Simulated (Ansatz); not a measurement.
Cu Kα1 powder pattern (kinematic, no thermal factors).
2θ (°) (relative intensity): 23.89 (6), 24.57 (2), 26.92 (100), 30.85 (6), 31.35 (13), 40.23 (6), 44.56 (34), 44.92 (20), 46.54 (5), 49.44 (1), 51.51 (2), 51.86 (1), 52.51 (11), 53.15 (28), 55.49 (5), 57.21 (1), 64.28 (2), 65.41 (6), 66.67 (3), 66.70 (1), 71.53 (8), 72.07 (5), 73.26 (1), 74.06 (2), 74.32 (2), 75.54 (3), 79.65 (2), 79.72 (2), 81.83 (3), 82.60 (11), 87.55 (1), 88.58 (2), 89.09 (6)

The pattern is computed from a structure relaxed with DFT PBE, scalar-relativistic, plane waves, PAW (Ansatz). No spin polarisation. Its elements are Cd, S, Zn.

Give the structure.

Zn2Cd3S5.
Space group I-4m2 (No. 119). a = 4.033 Å, b = 4.033 Å, c = 28.960 Å, α = 90.00°, β = 90.00°, γ = 90.00°
```csv
atom,site,symmetry,x,y,z
Zn,4f,2mm.,0.0000,0.5000,0.0443
Cd,4f,2mm.,0.5000,0.0000,0.1424
Cd,2c,-4m2,0.0000,0.5000,0.2500
S,4e,2mm.,0.5000,0.5000,0.4116
S,2b,-4m2,0.5000,0.5000,0.0000
S,4e,2mm.,0.5000,0.5000,0.1962
```

A pattern alone doesn't exclude other cells with like lines; this is the one computed.

The cell was found from a structure generator's guess, not taken from experiment.
